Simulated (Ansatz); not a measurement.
In DFT-r²SCAN in the program Ansatz with PAW potentials, Al3GaAs4 in the tetragonal phase (P-4m2; Pearson symbol tP8) relaxes to a = 4.014 Å, c = 11.338 Å. Ga has 4 nearest neighbours from 2.46 Å (tetrahedral); As on 2g has 4 nearest neighbours from 2.45 Å (tetrahedral); Al on 2f has 4 nearest neighbours from 2.45 Å (tetrahedral); As on 2g has 4 nearest neighbours from 2.46 Å (tetrahedral).

The Kohn–Sham gap is 1.79 eV (smallest direct gap 1.80 eV). The valence maximum lies at Γ and the conduction minimum at M. The screened hybrid HSE06 puts the gap at 2.07 eV. Gap from r²SCAN with spin–orbit coupling: 1.69 eV.

An equation-of-state fit gives a bulk modulus of 75.0 GPa. The relaxed-ion elastic constants in GPa are C11 = 145, C12 = 26.7, C13 = 54.2, C33 = 117, C44 = 58.6, C66 = 31.4. The elastic constants imply a Debye temperature near 389 K. Bader charges are Ga +0.78, As -2.08 to -1.43, Al +2.08 e.

The start of the workflow was typed in or built on a structure type; neither database checked (COD, Materials Project) lists it. Whether it is the stable phase at ambient conditions was not checked. The cell was relaxed with r²SCAN under the symmetry of its start; whether a distortion lowers the energy is not shown. Scalar-relativistic: spin–orbit coupling is off unless named, which matters more the heavier the elements.

Potentials: the earlier of the program's two PAW sets. The files were generated under PBE; for other functionals the program regenerates the frozen cores, and for LDA and PBEsol the local potential too.
